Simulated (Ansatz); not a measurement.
Ge$_{2}$Sb$_{2}$Te$_{5}$:
```cif
data_Ge2Sb2Te5
_chemical_formula_sum 'Te5 Ge2 Sb2'
_space_group_name_H-M_alt 'P 1'
_space_group_IT_number 1
_cell_length_a 4.24746
_cell_length_b 4.24746
_cell_length_c 17.34563
_cell_angle_alpha 90.000
_cell_angle_beta 90.000
_cell_angle_gamma 120.000
loop_
_space_group_symop_operation_xyz
  'x, y, z'
loop_
_atom_site_label
_atom_site_type_symbol
_atom_site_fract_x
_atom_site_fract_y
_atom_site_fract_z
_atom_site_occupancy
Te1 Te 0.00000 0.00000 0.00000 1
Ge1 Ge 0.66667 0.33333 0.09872 1
Ge2 Ge 0.33333 0.66667 0.90128 1
Te2 Te 0.33333 0.66667 0.19495 1
Te3 Te 0.66667 0.33333 0.80505 1
Sb1 Sb 0.00000 0.00000 0.31150 1
Sb2 Sb 0.00000 0.00000 0.68850 1
Te4 Te 0.66667 0.33333 0.40967 1
Te5 Te 0.33333 0.66667 0.59033 1
```

Relaxed with r²SCAN+D4. r²SCAN+D4 (plane waves, PAW; program Ansatz) gives a gap of 0.38 eV.

Q: What gap does HSE06 give on the same cell (Ansatz, PAW)?

A: 0.61 eV, 0.23 eV more. The hybrid was solved on a coarser mesh and at special points; its gap is the smallest among all of these.

| k | v1 r²SCAN+D4 | c1 r²SCAN+D4 | v1 HSE06 | c1 HSE06 |
|---|---|---|---|---|
| Γ | 0.00 | 0.40 | 0.00 | 0.67 |
| A | -0.12 | 0.52 | ___ | ___ |
| K | -0.74 | 0.94 | ___ | ___ |
| H | -1.14 | 1.61 | ___ | ___ |
| M | -0.74 | 0.64 | ___ | ___ |
| L | -0.57 | 0.60 | -0.59 | 0.79 |

Q: Top valence (v1) and lowest conduction level (c1) in eV from each method's valence maximum (which need not be a listed point): supply the withheld HSE06 values.

A: 
- M, v1 HSE06: -0.77
- M, c1 HSE06: 0.88
- H, v1 HSE06: -1.18
- H, c1 HSE06: 1.91
- A, v1 HSE06: -0.11
- A, c1 HSE06: 0.79
- K, v1 HSE06: -0.76
- K, c1 HSE06: 1.19

Cost on shared cores: the r²SCAN+D4 run (SCF on a 8×8×2 mesh, then bands and DOS) roughly 8 core-minutes, the HSE06 run (SCF on 5×5×1, then a few points) around 14 core-minutes (rough); the tasks are unlike.

Space group P-3m1. The cell was relaxed with r²SCAN+D4 under the symmetry of its start. Spin–orbit coupling is left out wherever it is not named.

Potentials: the later of the program's two PAW sets.
